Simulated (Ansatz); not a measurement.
A trial cell of RbP2O5, before relaxation:

Space group P6mm (No. 183). a = 5.659 Å, b = 5.659 Å, c = 3.270 Å, α = 90.00°, β = 90.00°, γ = 120.00°
```csv
atom,site,symmetry,x,y,z
Rb,1a,6mm,0.0000,0.0000,0.0833
P,2b,3m.,0.3333,0.6667,0.5000
O,2b,3m.,0.3333,0.6667,0.9831
O,3c,2mm,0.0000,0.5000,0.6070
```

Level of theory: DFT PBE, scalar-relativistic, plane waves, PAW in Ansatz 0.2.0. Cutoff 420 eV, Gaussian smearing, Γ-centred meshes. Cell and atoms relax first on a coarse mesh and then on a finer one. In between, the cell is made exact in the group found at 0.06 Å. In metals the finer mesh still leaves noise of several meV/atom or more. The steps can't lower the symmetry of their start. No spin polarisation in the relaxation; trial moments died out in a coarse test.

A guess keeps its type if space group and coordination stay and the shape of the cell changes little (axis ratios within about 15 %, angles within 6°); the volume may change.

Question: Will the relaxed cell still be of the starting type?

Answer: It doesn't keep its type. The symmetry stays P6mm (No. 183). The volume per atom grows by 61.3 %, from 11.3 to 18.3 Å³. The shortest distance goes from 1.58 Å (P–O) to 1.49 Å (P–O). The ratio c/a of the conventional cell changes by a factor of 1.82. Counting neighbours within 15 % of an atom's shortest distance, the start has O 2, P 5, Rb 26 and the end O 1/2, P 4, Rb 12. In detail, at the end around Rb lie 12 O at 3.38–3.57 Å; P is surrounded by 1 O at 1.49 Å and 3 O at 1.70 Å; around O on a site of symmetry 3m lie 1 P at 1.49 Å, 3 O at 2.66 Å, 3 O at 3.14 Å and 3 Rb at 3.38 Å; 1 more site not described.

```cif
data_structure
_symmetry_space_group_name_H-M 'P6mm'
_symmetry_Int_Tables_number 183
_cell_length_a 5.4313
_cell_length_b 5.4313
_cell_length_c 5.7272
_cell_angle_alpha 90.000
_cell_angle_beta 90.000
_cell_angle_gamma 120.000
_cell_volume 146.31
loop_
_atom_site_label
_atom_site_type_symbol
_atom_site_symmetry_multiplicity
_atom_site_Wyckoff_symbol
_atom_site_fract_x
_atom_site_fract_y
_atom_site_fract_z
_atom_site_occupancy
Rb1 Rb 1 a 0.00000 0.00000 0.96108 1
P1 P 2 b 0.33333 0.66667 0.44098 1
O1 O 2 b 0.33333 0.66667 0.18077 1
O2 O 3 c 0.00000 0.50000 0.55537 1
```

The last run used a 12×12×8 mesh (in the run's order of axes) for its 8-atom cell and Gaussian smearing of 0.10 eV. An odd number of electrons in the primitive cell allows no gap without spin; a larger cell or a magnetic state could open one. A structure relaxed within its symmetry needn't be a true minimum.

In counts of neighbours, a slash parts the counts of unlike sites.
